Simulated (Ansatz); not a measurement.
An 8-atom cell of SnSe (Pnma) from a materials database, relaxed with r2SCAN in Ansatz 0.2.0. The symmetry is Pnma (No. 62, orthorhombic); a = 11.739 Å, b = 4.129 Å, c = 4.688 Å in the conventional setting, 28.41 Å³ an atom. Sn has 3 Se at 2.76–2.77 Å; Se has 3 Sn at 2.76–2.77 Å.

The axes x, y and z are those of this cell:
```
CELL_PARAMETERS angstrom
11.73926 0.00000 0.00000
0.00000 4.12947 0.00000
0.00000 0.00000 4.68808
ATOMIC_POSITIONS crystal
Sn 0.62109 0.75000 0.37852
Sn 0.87891 0.25000 0.87852
Sn 0.37891 0.25000 0.62148
Sn 0.12109 0.75000 0.12148
Se 0.14842 0.25000 0.50959
Se 0.64842 0.25000 0.99041
Se 0.35158 0.75000 0.00959
Se 0.85158 0.75000 0.49041
```

Unstrained: PBE gives an indirect gap of 0.752 eV, from Γ–Z (0.64 of the way from Γ) to Γ–Y (0.68 of the way from Γ); the least direct gap is 1.089 eV at Γ–Y (0.67 of the way from Γ). The r2SCAN gap is indirect, 1.038 eV (Γ–Z (0.64 of the way from Γ) to Γ–Y (0.68 of the way from Γ)), below the direct gap of 1.389 eV at Γ–Y (0.67 of the way from Γ). The HSE06 gap is indirect, 1.201 eV (Γ–Z (0.64 of the way from Γ) to Γ–Y (0.68 of the way from Γ)), below the direct gap of 1.551 eV at Γ–Y (0.67 of the way from Γ). Meshes: PBE 2×6×6, r2SCAN 2×6×6, HSE06 2×4×4. Strains are changes of length per length. After each strain the atoms were relaxed again with r2SCAN in this cell and within any symmetry left, so distortions that break it or need a larger cell weren't tested; points keep the names that they have in the unstrained zone. No spin polarisation and no zero-point or thermal motion.

Question: Estimate what epitaxial -3.0 % in the xy plane, free normal strain +4.49 % does to the gap.

Answer: PBE: the gap goes from 0.752 to 0.625 eV (-0.127 eV). r2SCAN: the gap goes from 1.038 to 0.870 eV (-0.168 eV). HSE06: the gap goes from 1.201 to 1.029 eV (-0.172 eV). The r2SCAN energy rises by 6.3 meV an atom.

Question: Apply epitaxial -2.0 % in the xy plane, free normal strain +2.90 %. How far does the gap move, against the unstrained cell?

Answer: PBE: the gap goes from 0.752 to 0.664 eV (-0.088 eV). r2SCAN: the gap goes from 1.038 to 0.923 eV (-0.116 eV). HSE06: the gap goes from 1.201 to 1.082 eV (-0.119 eV). The r2SCAN energy rises by 2.7 meV an atom.

Question: Estimate what epitaxial +1.0 % in the xy plane, free normal strain -1.19 % does to the gap.

Answer: PBE: the gap goes from 0.752 to 0.804 eV (+0.052 eV). r2SCAN: the gap goes from 1.038 to 1.104 eV (+0.065 eV). HSE06: the gap goes from 1.201 to 1.269 eV (+0.068 eV). The r2SCAN energy rises by 0.6 meV an atom.

Question: For epitaxial +3.0 % in the xy plane, how far does the free direction move, and what happens to the gap?

Answer: The normal strain at zero normal stress is -3.63 %, 1.21 of the in-plane strain with the sign turned. PBE: the gap goes from 0.752 to 0.882 eV (+0.130 eV); the edges go from Γ–Z (0.64) → Γ–Y (0.68) to Γ–Z (0.69) → Γ. r2SCAN: the gap goes from 1.038 to 1.127 eV (+0.088 eV); the edges go from Γ–Z (0.64) → Γ–Y (0.68) to Γ–Z (0.69) → Γ. HSE06: the gap goes from 1.201 to 1.367 eV (+0.166 eV); the edges go from Γ–Z (0.64) → Γ–Y (0.68) to Γ–Z (0.69) → Γ.

Question: For epitaxial -1.0 % in the xy plane, how far does the free direction move, and what happens to the gap?

Answer: The normal strain at zero normal stress is +1.31 %, 1.31 of the in-plane strain with the sign turned. PBE: the gap goes from 0.752 to 0.701 eV (-0.051 eV). r2SCAN: the gap goes from 1.038 to 0.974 eV (-0.065 eV). HSE06: the gap goes from 1.201 to 1.134 eV (-0.067 eV).

Question: Estimate what epitaxial +2.0 % in the xy plane, free normal strain -2.62 % does to the gap.

Answer: PBE: the gap goes from 0.752 to 0.850 eV (+0.097 eV). r2SCAN: the gap goes from 1.038 to 1.138 eV (+0.099 eV); the edges go from Γ–Z (0.64) → Γ–Y (0.68) to Γ–Z (0.68) → Γ. HSE06: the gap goes from 1.201 to 1.329 eV (+0.129 eV). The r2SCAN energy rises by 2.4 meV an atom.

No spin-orbit coupling is included; it can move band edges with weight on the heavy atoms by tenths of an eV.

Where an edge lies off the special points, it is a point of the mesh or the k point where a search put PBE's edge or least direct gap, reused for the other functionals, whose own edges may lie a little apart.

The meshes of the hybrids are coarse, so their gaps aren't converged to the digits shown.
